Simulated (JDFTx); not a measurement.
```json
{
 "surface": "Ta(110)",
 "bulk": "Ta, Im-3m, lattice of mp-50 (not re-optimised)",
 "slab": "4 atoms in 4 planes, 1x1, 6.9 Å between the outermost planes",
 "in-plane cell": "2.866 × 2.866 Å, 7.75 Å²",
 "cell_height": "23.0 Å",
 "sampling": "8×8×1 k mesh, Fermi smearing 0.01 Ha, no spin polarisation"
}
```

Level of theory: PBE, GBRV ultrasoft potentials, plane waves to 20/100 Ha; code: a modified build of JDFTx. Liquid: CANDLE, water, 0.5 M NaF. The neutral cell holds 52 valence electrons and has two faces of 7.746 Å² each. Last filling lines of the neutral and of a charged run (μ in hartree, zero in the bulk liquid):

```
FillingsUpdate:  mu: -0.157197731  nElectrons: 52.000000
FillingsUpdate:  mu: -0.176029000  nElectrons: 51.893082
```

Worked example: both potentials, by the convention U = −μ/e − 4.44 V vs SHE, the surface charge density and the mean capacitance.

U_pzc = 0.15720 × 27.2114 − 4.44 = -0.16 V; U = 0.17603 × 27.2114 − 4.44 = 0.35 V. The cell has -0.1069 excess electrons, a net charge of 0.1069 e, shared by two faces: σ = 0.1069 e / (2 × 7.746 Å²) = 0.00690 e/Å² = 11.1 μC/cm² (1 e/Å² = 1602.18 μC/cm²). C = σ/(U − U_pzc) = 11.1/0.51 ≈ 22 μF/cm².
